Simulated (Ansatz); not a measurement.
**Stress against strain in ScPd**

```
CELL_PARAMETERS angstrom
3.28300 0.00000 0.00000
0.00000 3.28300 0.00000
0.00000 0.00000 3.28300
ATOMIC_POSITIONS crystal
Sc 0.50000 0.50000 0.50000
Pd 0.00000 0.00000 0.00000
```

Atoms are numbered in the order listed.

The cell is COD entry 1523179, as deposited and not checked against the literature; nothing was relaxed.

Spin polarisation is left out, and whether a magnetic state lies lower isn't shown here.

Computed with DFT, PBEsol, all-electron LAPW, scalar-relativistic (Ansatz 0.2.0).

Numerical set-up: a Γ-centred 12×12×12 k mesh, Fermi–Dirac smearing of 0.05 eV, basis error target 0.25 meV/atom, no spin polarisation.

The strain is applied along the Cartesian axes of the cell as listed (the other components stay zero). Fractional coordinates are held (clamped ions).

σ is the change of stress from the unstrained cell, which is at -1.67 GPa; tension is positive, so slopes are stress–strain coefficients at that pressure. In a metal the k mesh adds noise.

Only quantities that a quadratic follows smoothly over the whole series are listed; rougher ones are left out.

```tsv
εxx = εyy	σzz (GPa)	σxx (GPa)
-0.0200	-4.21	-5.61
0.0000	0.00	0.00
0.0100	1.79	2.45
0.0200	3.45	4.65
```

(1) Fit the series and read off the stiffness at zero strain.

(2) One run, at εxx = εyy = -0.0100, is withheld. Predict its row.

## Answers

(1) Least-squares fits y = p0 + p1 x + p2 x² to the rows give σzz (GPa): p1 = 191, p2 = -920; σxx (GPa): p1 = 257, p2 = -1200. So 2 C12 = 191 GPa and C11 + C12 = 257 GPa.

(2) The fits give -2.02, -2.68; the run gave -1.98, -2.69.
